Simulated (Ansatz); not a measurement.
SnTe (rock salt)

```
SnTe
1.0
    0.00000     6.40917     6.40917
    3.20458     0.00000     3.20458
    3.20458     3.20458     0.00000
Te Sn
2 2
Direct
  0.00000   0.00000   0.00000
  0.50000   0.00000   0.00000
  0.25000   0.50000   0.50000
  0.75000   0.50000   0.50000
```

The atoms are displaced by Q × the pattern below (from a DFPT mode at L = (0.5, 0.0, 0.0), largest move 1; Q in Å), at fixed cell. (q is in reciprocal vectors of the primitive cell; the cell shown is doubled to hold the pattern.)

| atom | x | y | z |
|---|---|---|---|
| Te1 | -0.577 | 0.577 | 0.577 |
| Te2 | 0.577 | -0.577 | -0.577 |

Atoms not listed stay in place.

These are PBE (plane waves to 420 eV, PAW, scalar-relativistic; Ansatz, a first-principles code) values and carry that method's errors. k mesh 13×13×13 (Γ-centred), Fermi-Dirac smearing 0.05 eV. E stands for the smeared free energy. SnTe was relaxed with its symmetry unable to fall. Spin-orbit coupling is left out, though Te is heavy. ΔE is measured from the undisplaced structure.

The scan covers Q from -0.100 to 0.100 Å in 13 points.

Which space group does the distorted structure have?

R-3m (No. 166), lowered from Fm-3m.

Is this a single well or a double well?

A single well with its minimum at or next to zero displacement.

What is the energy change at Q = 0.100 Å?

48.6 meV/cell.

What harmonic wavenumber does the curvature at Q = 0 give?

102 cm⁻¹.

(For displaced atoms, the force is minus the slope of the energy, and its curvature is a force constant, which sets phonon frequencies.)
